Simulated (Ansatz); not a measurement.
In r²SCAN in the plane-wave PAW code Ansatz, SiGe in the tetragonal phase (I-4m2; Pearson symbol tI20) relaxes to a = 3.926 Å, c = 27.777 Å. Si on 4e has 4 nearest neighbours from 2.37 Å (tetrahedral); Si on 4f has 4 nearest neighbours from 2.37 Å (tetrahedral); Si on 2b has 4 nearest neighbours from 2.38 Å (tetrahedral); Ge on 4f has 4 nearest neighbours from 2.40 Å (tetrahedral). Against the elements it lies at 0.008 eV/atom, with no fitted shifts.

It is gapped at this level: 0.52 eV (direct). The valence maximum lies at Γ and the conduction minimum at Γ. The screened hybrid HSE06 puts the gap at 0.87 eV. Gap from r²SCAN with spin–orbit coupling: 0.46 eV. Electrons at the band edge weigh 0.19, 0.19, 1.7 mₑ (principal values).

An equation-of-state fit gives a bulk modulus of 84.0 GPa. Bader charges are Si -0.01 to +0.17, Ge -0.18 to 0.00 e.

The start of the workflow was typed in or built on a structure type; neither database checked (COD, Materials Project) lists it. Its standing as an ambient phase is unchecked. Symmetry was held in the r²SCAN relaxation; whether a distortion lowers the energy is not shown. The references are the lowest solids computed at this level, not always the standard phases. Spin–orbit coupling is left out wherever it is not named.

Potentials: the later of the program's two PAW sets.
